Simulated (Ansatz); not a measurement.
GeSe2:
```xyz
12
Lattice="6.5291 0.0000 0.0000 0.0000 5.5953 0.0000 -0.2106 0.0000 7.5045" Properties=species:S:1:pos:R:3 pbc="T T T"
Ge     1.5164     0.2440     1.1188
Ge     4.9074     3.0416     2.6334
Ge     4.8022     5.3514     6.3857
Ge     1.4111     2.5537     4.8711
Se     0.8544     2.3915     2.2676
Se     5.5694     5.1892     1.4846
Se     5.4641     3.2038     5.2369
Se     0.7491     0.4061     6.0199
Se     2.6029     4.6408     3.2718
Se     3.8209     1.8432     0.4804
Se     3.7156     0.9545     4.2327
Se     2.4976     3.7522     7.0241
```

Relaxed with PBEsol. Special points in fractions of this cell's reciprocal vectors: Γ (0.000, 0.000, 0.000); Z (0.000, 0.500, 0.000); D (0.000, 0.500, 0.500); B (0.000, 0.000, 0.500); A (-0.500, 0.000, 0.500); E (-0.500, 0.500, 0.500); C2 (-0.500, 0.500, 0.000); Y2 (-0.500, 0.000, 0.000).

### Question
List the band energies nearest the Fermi level at these points for plane-wave PAW PBEsol (Ansatz code).

### Answer
In eV from the Fermi level; about four levels below and three above (degenerate sets whole), none deeper than 8.9 eV; points with the same levels are listed once.

```
k                     below                above
--  -----------------------  -------------------
Γ   -1.18 -1.08 -0.92 -0.65       0.07 0.31 2.05
Z   -1.06 -1.06 -0.12 -0.12  0.24 0.24 1.77 1.77
D   -0.97 -0.97 -0.40 -0.40  0.92 0.92 1.46 1.46
B   -1.12 -1.12 -0.11 -0.11  0.45 0.45 2.17 2.17
A   -1.15 -1.15 -0.19 -0.19  0.03 0.03 2.00 2.00
E   -0.89 -0.89 -0.42 -0.42  0.59 0.59 1.89 1.89
C2  -0.33 -0.33 -0.22 -0.22  1.59 1.59 2.60 2.60
Y2  -1.13 -0.58 -0.55 -0.07       0.98 2.04 2.10
```

Space group P2_1/c. A made-up cell: these elements were put on the sites of a structure type; the Crystallography Open Database copy checked does not list it. Whether it is the stable phase at ambient conditions was not checked. The PBEsol relaxation kept the symmetry of its start; whether a distortion lowers the energy is not shown. The volume moved by 17 % from the start of the relaxation. Scalar-relativistic: spin–orbit coupling is off unless named, which matters more the heavier the elements.

Potentials: the later of the program's two PAW sets.
